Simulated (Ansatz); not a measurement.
## Ansatz 0.2.0, single run: La₂TeN₂

Run with:

```bash
ansatz run input.yaml --threads 1 --pin off --max-ram 2560MiB --backend cpu --events-out ev --progress --plain --runs-dir out
```

The input file (Ansatz 0.2.0, plane waves):

```yaml
crystal:
  lattice:
    - [0.0, 4.169266, 0.0]
    - [4.169266, 0.0, 0.0]
    - [2.084633, 2.084633, -6.60722]
  atoms:
    - { symbol: La, position: [0.344, 0.344, 0.312] }
    - { symbol: La, position: [0.656, 0.656, 0.688] }
    - { symbol: Te, position: [0.0, 0.0, 0.0] }
    - { symbol: "N", position: [0.25, 0.75, 0.5] }
    - { symbol: "N", position: [0.75, 0.25, 0.5] }
  symmetry: { tolerance: 0.0003 }
kpoints:
  mp_grid: { grid: [5, 5, 5], shift: [0, 0, 0] }
magnetization:
  spin_polarized: false
scf:
  occupations: { method: tetrahedron_uncorrected }
hamiltonian:
  pseudopotentials: { kind: paw }
  xc: pbe
basis:
  ecutwfc: 420
output:
  forces: true
  stress: true
  eigenvalues: true
```

Origin of the cell: a known structure type with other elements, at an estimated volume, so it need not be a known compound.

Output (shortened):

```
band count auto-derived: 30 (N_el = 48.0; filled up to band 24; 29 by the electrons, moments and atoms)
Pseudopotentials: kind: paw
Pseudopotential: La, paw, valence charge 11, recommended cutoff 420 eV (normal), La.paw.azcp
Pseudopotential: Te, paw, valence charge 16, recommended cutoff 420 eV (normal), Te.paw.azcp
Pseudopotential: N, paw, valence charge 5, recommended cutoff 420 eV (normal), N.paw.azcp
Functional definition: PBE
  exchange = pbe_x(kappa = kappa, mu = beta*pi^2/3)
  correlation = pbe_c(beta = beta)
Crystal: 5 atoms, lattice volume = 114.852 Å³
Basis set: ecut = 420 eV, 2211 PW (Γ), exchange–correlation on 60×60×100 points (8 copies of the dense FFT grid, shifted against one another)
Bands: 30, of which v1, the nominal top of the filled ones, is band 24 counted from 1 (23 counted from 0)
Symmetry: 16 space group operations
[… 8 lines left out …]
Initial density: superposition of atomic densities (neutral atoms: chi_scale 0, normalization atom), corrected by the library's trained network
Functional: x = pbe(κ = 0.804, μ = 0.219515), c = pbe(β = 0.066725)
SCF iter   1: F=—  HF=-20253.061981 eV  Δρ=1.04e-2  dr2=3.68e-1
SCF iter   2: F=—  HF=-20253.032694 eV  Δρ=7.40e-3  dr2=7.60e-2  defer=7
SCF iter   3: F=—  HF=-20253.026135 eV  Δρ=2.43e-3  dr2=2.31e-2  defer=17
SCF iter   4: F=—  HF=-20253.025381 eV  Δρ=1.87e-3  dr2=9.29e-3  defer=19
SCF iter   5: F=—  HF=-20253.025049 eV  Δρ=1.15e-3  dr2=3.04e-3  defer=19
SCF iter   6: F=—  HF=-20253.024855 eV  Δρ=2.23e-4  dr2=6.76e-5  defer=19
SCF iter   7: F=—  HF=-20253.024879 eV  Δρ=7.71e-5  dr2=3.27e-5  defer=20
SCF iter   8: F=—  HF=-20253.024878 eV  Δρ=4.39e-5  dr2=1.11e-5  defer=19
SCF iter   9: F=—  HF=-20253.024877 eV  Δρ=1.86e-5  dr2=1.65e-6  defer=19
SCF iter  10: F=—  HF=-20253.024877 eV  Δρ=4.59e-6  dr2=1.11e-7  defer=19
SCF iter  11: F=-20253.024877 eV  HF=-20253.024877 eV  Δρ=8.38e-7  dr2=1.75e-9
SCF 1 converged in 11 iterations: F = -20253.024877 eV  dr2 = 1.75e-9
SCF converged after 11 iterations
Free energy (F): -20253.024877 eV
Harris-Foulkes:  -20253.024877 eV  (|F-HF|=6.51e-10)
Internal energy: -20253.022911 eV  (E = F + TS)
E sigma→0 (E₀):  -20253.024877 eV
Entropy (-TS):   -0.001966 eV (-0.393 meV/atom)
Fermi energy:    9.413711 eV
--- Per-component energies (eV) ---
  E_band       = -290.201491
  E_kinetic    = 820.595938
  E_local      = -2262.803661  (includes V_loc(G=0)·N_el)
  E_nonlocal   = -24.946919
  E_hartree    = 1136.975163
  E_xc         = -522.671322
  E_vxc        = -551.319691  (∫ρ·V_xc dr)
  E_paw        = -15749.883327  (= ΣΔE_a)
  E_vpaw       = -545.677733  (= ΣTr[D̂ρ^β])
  E_aug_tail   = -0.000023  (compensation charges beyond the density's cutoff)
  E_ewald      = -3650.288761
  E_smearing   = -0.001966  (= −TS)
  Σ components = -20253.024877   (vs F -20253.024877, Δ=0.00e0)
--- Forces (eV/Å), atoms counted from 1 ---
  atom   1  La     0.000000     0.000000    -0.590954
  atom   2  La     0.000000     0.000000     0.590954
  atom   3  Te    -0.000000    -0.000000     0.000000
  atom   4  N      0.000000     0.000000    -0.000000
  atom   5  N      0.000000     0.000000     0.000000
  max |Σ_I F_I| component: 8.67e-19 eV/Å
--- Stress (GPa, compression-positive) ---
       -2.021499       0.000000       0.000000
        0.000000      -2.021499       0.000000
        0.000000       0.000000       2.146720
  P = ⅓ Tr σ = -0.6321 GPa (-6.321 kbar)
```

Caveats: no spin, though holes on the anions or broken bonds may carry moments; no spin-orbit coupling, though heavy elements are present; the k mesh is coarse if the cell is a metal.

Time: 5.5 s on 1 thread of Arm Neoverse V1 (shared host), peak memory 0.39 GiB, from the program's own first density.
